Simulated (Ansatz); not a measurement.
The start is a generated cell, Mo2C built in the AFLOW prototype A2B_oF24_70_e_a (C54, as in TiSi2). The cell and all atomic positions are relaxed at zero pressure with PBEsol (plane waves to 420 eV, PAW, scalar-relativistic; Ansatz, an electronic-structure program). The first steps use a coarse 7×7×7 k-mesh.

The start:
```
CELL_PARAMETERS angstrom
      0.00000     3.96377     4.09965
      2.30142     0.00000     4.09965
      2.30142     3.96377     0.00000
ATOMIC_POSITIONS crystal
  Mo 0.66350 0.33650 0.66350
  Mo 0.33650 0.66350 0.33650
  Mo 0.58650 0.91350 0.58650
  Mo 0.91350 0.58650 0.91350
  C  0.00000 0.00000 0.00000
  C  0.25000 0.25000 0.25000
```

Question: Which atoms feel the largest initial force, and how large is it?

Answer: About 1.4 eV/Å, on Mo1, Mo2, Mo3, Mo4 (atoms numbered as listed).

Question: Does the structure survive the relaxation? Give the final space group.

Answer: The space group goes from Fddd (No. 70) to I4₁/amd (No. 141), with 6 atoms in the primitive cell.

Question: By how much does the energy per atom fall from start to end?

Answer: 1.13 eV/atom.

Question: How does the volume change?

Answer: -2.9 %, from 12.47 to 12.10 Å³/atom.

Question: Write out the relaxed structure.

Answer: 
```cif
data_C4Mo8
_chemical_formula_sum 'Mo8 C4'
_space_group_name_H-M_alt 'I41/amd :1'
_space_group_IT_number 141
_space_group_name_Hall 'I 4bw 2bw -1bw'
_cell_length_a 4.26233
_cell_length_b 4.26233
_cell_length_c 7.99473
_cell_angle_alpha 90.000
_cell_angle_beta 90.000
_cell_angle_gamma 90.000
loop_
_atom_site_label
_atom_site_type_symbol
_atom_site_symmetry_multiplicity
_atom_site_Wyckoff_symbol
_atom_site_fract_x
_atom_site_fract_y
_atom_site_fract_z
_atom_site_occupancy
Mo1 Mo 8 e 0.00000 0.00000 0.25652 1
C1 C 4 a 0.00000 0.00000 0.00000 1
```
(The calculation used a cell of 6 atoms; values per cell refer to that cell.)

Final values are on a 15×15×15 k-mesh of the relaxed cell. No spin polarisation in the result.

The run could not lose the symmetry of its start; a randomly shaken copy of 12 atoms returns to this structure.

The relaxed structure here is a generated cell of Mo2C: the first start was made by placing the elements on the sites of a structure type, and the end was not matched to a known phase here, so it may be hypothetical.
